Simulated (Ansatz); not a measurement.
BaSi$_{2}$:
```xyz
6
Lattice="0.0000 4.4684 5.6686 3.3349 0.0000 5.6686 3.3349 4.4684 0.0000" Properties=species:S:1:pos:R:3 pbc="T T T"
Si     3.3349     5.5909     5.6686
Si     3.3349     3.3458     5.6686
Si     5.0024     5.5800     8.5029
Si     5.0024     7.8251     8.5029
Ba     0.0000     0.0000     0.0000
Ba     1.6675     2.2342     2.8343
```

Relaxed with PBE. Special points in fractions of this cell's reciprocal vectors: Γ (0.000, 0.000, 0.000); Y (0.500, 0.000, 0.500); T (1.000, 0.500, 0.500); Z (0.500, 0.500, 0.000); Σ0 (0.000, 0.476, 0.476); U0 (1.000, 0.524, 0.524); C0 (0.500, 0.197, 0.697); A0 (0.500, 0.803, 0.303); L (0.500, 0.500, 0.500).

Problem. List the band energies nearest the Fermi level at these points for the program Ansatz at the PBE level (PAW).

Solution. In eV from the Fermi level; about four levels below and three above (degenerate sets whole), none deeper than 8.9 eV; points with the same levels are listed once.

| k | below | above |
|---|---|---|
| Γ | -1.70 -1.36 -1.19 -0.68 | 0.07 1.27 2.67 |
| Y | -1.34 -1.34 -0.42 -0.42 | 1.32 1.32 3.02 3.02 |
| T | -0.88 -0.88 -0.75 -0.75 | 0.52 0.52 2.00 2.00 |
| Z | -0.29 -0.29 -0.22 -0.22 | 0.27 0.27 3.12 3.12 |
| Σ0 | -1.01 -0.92 -0.73 -0.58 | 0.43 0.63 2.00 |
| C0 | -1.25 -1.25 -0.83 -0.83 | 1.07 1.07 2.53 2.53 |
| L | -1.94 -1.57 -1.30 -0.74 | 0.18 0.90 1.13 |

Space group Fddd. The cell is a constructed one: a structure type filled with these elements; neither database checked (COD, Materials Project) lists it. COD files the formula under space group No. 62, 191, so this cell is another polymorph or a model. Whether it is the stable phase at ambient conditions was not checked. The PBE relaxation kept the symmetry of its start; its stability against distortions is not shown here. Scalar-relativistic: spin–orbit coupling is off unless named, which matters more the heavier the elements.

Potentials: the later of the program's two PAW sets.
